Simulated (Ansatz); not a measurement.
**Property card for Pt**

Pt:
```
Pt
1.0
   -1.56949     1.56949     1.56949
    1.56949    -1.56949     1.56949
    1.56949     1.56949    -1.56949
Pt
1
Direct
  0.00000   0.00000   0.00000
```

Space group Im-3m (No. 229), bcc (W type); conventional cell a = 3.139 Å, b = 3.139 Å, c = 3.139 Å, α = 90.00°, β = 90.00°, γ = 90.00°.

Method: r²SCAN (plane waves, PAW; program Ansatz). Geometry: relaxed at this level of theory. Other levels are named where they apply.

**Cell and energy**

Volume per atom: 15.46 Å³
Density: 20.95 g/cm³

**Electronic structure**

- Electronic character: metallic (no gap)
- Density of states at the Fermi level: 0.89 states/eV per atom (mean over ±0.08 eV)
- Gap with spin–orbit coupling: none (metallic)

**Mechanics**

* **Bulk modulus (Birch–Murnaghan fit)**: 2590 kbar
* **Pressure derivative B′**: 5.5
* **Elastic constants (relaxed ions, GPa)**: C11 = 195, C12 = 293, C44 = 159
* **Mechanical stability**: unstable (C has a negative eigenvalue)

The workflow started from a Materials Project entry (that database holds measured and hypothetical structures alike); the Crystallography Open Database copy checked does not list it. It is not the phase usual at ambient conditions (space group No. 225). Symmetry was held in the r²SCAN relaxation. The run is not spin-polarised. As this level gives no gap, shear constants depend on the k-mesh and smearing (Fermi–Dirac, 0.1 eV here). On the denser mesh and wider smearing of the elastic run this cell carries a stress of 0.4 GPa. Spin–orbit coupling is left out wherever it is not named.

Potentials: the later of the program's two PAW sets.
